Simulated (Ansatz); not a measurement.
## Ga₂Cu: pressure against volume, fitted

```yaml
crystal:
  lattice:
    - [2.83000, 0.00000, 0.00000]
    - [0.00000, 2.83000, 0.00000]
    - [0.00000, 0.00000, 5.83900]
  atoms:
    - { symbol: Ga, position: [0.50000, 0.50000, 0.29500] }
    - { symbol: Ga, position: [0.50000, 0.50000, 0.70500] }
    - { symbol: Cu, position: [0.00000, 0.00000, 0.00000] }
```

Atoms are numbered in the order listed.

The geometry is COD entry 1524302, unchecked; take it as a test cell.

Level of theory: DFT, PBEsol, all-electron LAPW, scalar-relativistic in Ansatz 0.2.0.

Sampling and basis: a Γ-centred 14×14×7 k mesh, Fermi–Dirac smearing of 0.08 eV, basis error target 1 meV/atom, no spin polarisation.

The cell is scaled evenly. Fractional coordinates are held (clamped ions).

```csv
V (Å³/atom),P (GPa)
14.653,2.16
14.964,-0.02
15.276,-1.93
15.432,-2.80
15.588,-3.62
15.744,-4.39
15.900,-5.10
16.212,-6.41
```

Problem. Fit a third-order Birch–Murnaghan curve to the pressures.

Solution. P = (3B0/2)(y^(7/2) − y^(5/2))[1 + (3/4)(B0′ − 4)(y − 1)] with y = (V0/V)^(2/3) fits within 0.01 GPa for V0 = 14.962 Å³/atom, B0 = 98.0 GPa and B0′ = 5.10.

Problem. Predict the pressure at the withheld volume, 16.523 Å³/atom.

Solution. There y = 0.9360, so the fit gives -7.56 GPa; the run gave -7.55 GPa.
